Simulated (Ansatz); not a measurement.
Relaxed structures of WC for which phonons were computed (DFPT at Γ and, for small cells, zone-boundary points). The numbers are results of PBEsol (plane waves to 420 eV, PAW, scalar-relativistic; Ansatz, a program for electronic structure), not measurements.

```
structure                     E − E(P-6m2, hP2, AFLOW prototype AB_hP2_187_d_a (B_h, as in WC)) (eV/atom)  V (Å³/atom)
----------------------------  ---------------------------------------------------------------------------  -----------
Fm-3m, cF8, rock salt type                                                                           0.45        10.26
F-43m, cF8, zinc blende type                                                                         0.77        12.66
P4/nmm, tP4                                                                                          0.43        10.27
P6₃/mmc, hP4, NiAs type                                                                              0.21        10.36
```

Q: Which of them are dynamically unstable at the sampled points?

A: 
- Fm-3m, cF8, rock salt type: unstable, lowest mode about 145i cm⁻¹
- F-43m, cF8, zinc blende type: nothing beyond 15i cm⁻¹
- P4/nmm, tP4: nothing beyond 15i cm⁻¹
- P6₃/mmc, hP4, NiAs type: nothing beyond 15i cm⁻¹

The lowest structure calculated, P-6m2, hP2, AFLOW prototype AB_hP2_187_d_a (B_h, as in WC), is not among these; it lies 0.21 eV/atom below the lowest of them. 2 runs with a doubtful electronic state, a coarser numerical grid, an end not at rest or a source that can't be used are left out. Each run could gain symmetry but not lose that of its start, so entries can be saddle points. All of these are generated cells (placed on structure types, drawn at random, substituted or restacked) that were not matched to a known phase here. Energies are at zero temperature and pressure, without zero-point motion. No spin polarisation in the result.
